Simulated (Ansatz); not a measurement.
## Structures of CdGa2: which is lowest?

Plane-wave DFT in Ansatz with scalar-relativistic PAW potentials, cutoff 500 eV, Γ-centred meshes chosen by cell and gap, Gaussian smearing with energies taken to zero width. Every cell was relaxed (cell and atoms) in a run of its own, within the symmetry of its start. Functional: r2SCAN.

Relaxed structures (starts from databases or built by putting these elements on another compound's sites):
A. I4/mcm, 6 atoms in the computed cell, a = 6.653 Å, c = 5.597 Å; sites (symmetry × multiplicity) Cd 422 × 4, Ga m.2m × 8; start: built
B. Fd-3m, 6 atoms in the computed cell, a = 7.832 Å; sites (symmetry × multiplicity) Cd -43m × 8, Ga .-3m × 16; start: built

Problem. Rank them by energy. Could pressure change the order?

Solution.
```tsv
structure	group	E − E(lowest) (meV/atom)	V (Å³/atom)	gap on mesh (eV)
B	Fd-3m	0.0	20.01	0.00
A	I4/mcm	11.4	20.64	0.00
```

B is lowest, 11 meV/atom under A. The lowest is also the densest of these, so pressure wouldn't bring one of the others in at first order. Other structures may lie lower than all of these, and vibrations aren't counted.